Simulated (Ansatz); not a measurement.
Total density of states per atom from plane-wave PAW LDA (Ansatz code), in 0.25 eV bins, energy from the Fermi level:

```
E (eV) | states/eV/atom
    -7.85 | ##### 0.42
    -7.60 | ### 0.27
    -7.35 | ## 0.15
    -7.10 | ## 0.13
    -6.85 | ### 0.21
    -6.60 | ######## 0.62
    -6.35 | ########## 0.80
    -6.10 | ##### 0.38
    -5.85 | ###### 0.50
    -5.60 | ########### 0.89
    -5.35 | ############# 1.02
    -5.10 | ################## 1.48
    -4.85 | ####################### 1.83
    -4.60 | ################# 1.41
    -4.35 | ############## 1.11
    -4.10 | ############### 1.21
    -3.85 | ################## 1.45
    -3.60 | #################### 1.64
    -3.35 | ################ 1.31
    -3.10 | ########## 0.78
    -2.85 | ########### 0.92
    -2.60 | ######## 0.67
    -2.35 | ############## 1.15
    -2.10 | ################# 1.40
    -1.85 | ############################## 2.43
    -1.60 | ##################### 1.69
    -1.35 | ################### 1.57
    -1.10 | ############# 1.04
    -0.85 | ############ 0.96
    -0.60 | ########### 0.91
    -0.35 | ######### 0.69
    -0.10 | ########## 0.85
     0.15 | ####### 0.60
     0.40 | #### 0.31
     0.65 | # 0.06
     0.90 | # 0.08
     1.15 | ## 0.13
     1.40 | ### 0.26
     1.65 | ######## 0.63
     1.90 | ###### 0.47
     2.15 | #### 0.37
     2.40 | #### 0.32
     2.65 | #### 0.29
     2.90 | ### 0.28
     3.15 | ### 0.26
     3.40 | ### 0.25
     3.65 | #### 0.36
     3.90 | #### 0.35
     4.15 | ### 0.24
     4.40 | #### 0.29
     4.65 | #### 0.36
```

Which of these materials gives this?
A. InPt3, Cu3Au type
B. ZrRh3, Cu3Au type
C. Al2Pt, fluorite or antifluorite type
D. In2Ag, I4/mcm (In on 8h, Ag on 4a)

A, InPt3, Cu3Au type. Within 0.5 eV of the Fermi level: Pt 5d 81 %, In 5s 6 %. Projections are on Löwdin-orthogonalised atomic valence shells; empty p or d shells of many metals are not among them.

Space group Pm-3m (Cu3Au type). The first step of the workflow began from a Materials Project structure, measured or hypothetical; the Crystallography Open Database files this formula in space group No. 221, but the cells were not matched. Its standing as an ambient phase is unchecked. The cell was relaxed with LDA under the symmetry of its start; of distortions, only those at the zone centre were tested. The run is not spin-polarised. Scalar-relativistic: spin–orbit coupling is off unless named, which matters more the heavier the elements.

Potentials: the later of the program's two PAW sets.
